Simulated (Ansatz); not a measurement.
PbI₂:
```
CELL_PARAMETERS angstrom
      0.00000     3.98288     3.98288
      3.98288     0.00000     3.98288
      3.98288     3.98288     0.00000
ATOMIC_POSITIONS crystal
  Pb 0.00000 0.00000 0.00000
  I  0.25000 0.25000 0.25000
  I  0.75000 0.75000 0.75000
```

This is the PBE-relaxed structure.

Task: All from the program Ansatz at the PBE level (PAW), unless another level is named. Give the band gap.

Result: 1.68 eV (indirect).

Task: Give the smallest direct gap on the standard path.

Result: 1.92 eV.

Task: Give the electron effective mass.

Result: 0.27, 0.27, 1.0 mₑ (principal values).

Task: Give the weight of the valence-edge state by species (Voronoi cells).

Result: I 97 %, Pb 3 %.

Task: Give the conduction-band minimum.

Result: on the Γ–X line, 48 % of the way from Γ (6 equivalent valleys).

Space group Fm-3m (fluorite). A made-up cell: these elements were put on the sites of a structure type; neither database checked (COD, Materials Project) lists it. It is not the phase usual at ambient conditions (space group No. 164). The PBE relaxation kept the symmetry of its start; whether a distortion lowers the energy is not shown. Spin–orbit coupling is left out wherever it is not named.

Potentials: the later of the program's two PAW sets.
